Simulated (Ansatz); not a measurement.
The elements of this relaxed trial crystal are hidden behind letters.

```
lattice vectors (Å)
   2.9970    0.0000    0.0000
   0.0000    5.5927    0.0000
   0.0000    0.0000   16.2722
fractional positions
X 0.0000 0.0000 0.8983
X 0.0000 0.0000 0.1017
X 0.0000 0.0000 0.3063
X 0.0000 0.0000 0.5000
X 0.0000 0.0000 0.6937
Z 0.0000 0.5000 0.0000
Z 0.0000 0.5000 0.1978
Z 0.0000 0.5000 0.8022
Q 0.0000 0.5000 0.4213
Q 0.0000 0.5000 0.5787
```

Computed with DFT PBE, scalar-relativistic, plane waves, PAW in Ansatz. Plane waves to 420 eV, a 12×8×4 mesh through Γ for the 10-atom cell and 0.10 eV Gaussian smearing; no spin polarisation.

```
Space group                                : Pmmm (No. 47)
Conventional cell                          : a = 2.997 Å, b = 5.593 Å, c = 16.272 Å
Volume per atom                            : 27.27 Å³
Density                                    : 6.63 g/cm³
Energy over the elements                   : +0.11 eV/atom
Gap on the 12×8×4 mesh of the 10-atom cell : 0 eV (a metal)
```

Energies are uncorrected and count from the elements' standard states at the same level.

Question: X is a p-block element of period 5, Z is a p-block element of period 5 and Q is a p-block element of period 4. Which elements are they?

Answer: X = In, Z = Sb, Q = As, so the formula is In5Sb3As2. Density times volume gives a mean mass of 6.63 × 27.27/1.6605 = 108.9 u per atom, and this set has 108.9 u. In on a site of symmetry mm2 is surrounded by 2 In at 3.00 Å, 4 Sb at 3.20–3.25 Å and 2 In at 3.31–3.33 Å; Sb on a site of symmetry mmm has 2 Sb at 3.00 Å, 2 Sb at 3.22 Å and 4 In at 3.25 Å; As has 1 As at 2.56 Å, 2 As at 3.00 Å, 2 In at 3.08 Å, 2 In at 3.36 Å and 1 Sb at 3.64 Å; 3 more sites not described. Other sets within the hints have nearly the same mass, so mass alone doesn't settle it; this one was computed.

These runs have no spin–orbit coupling, which can matter for Sb. A structure relaxed within its symmetry needn't be a true minimum.
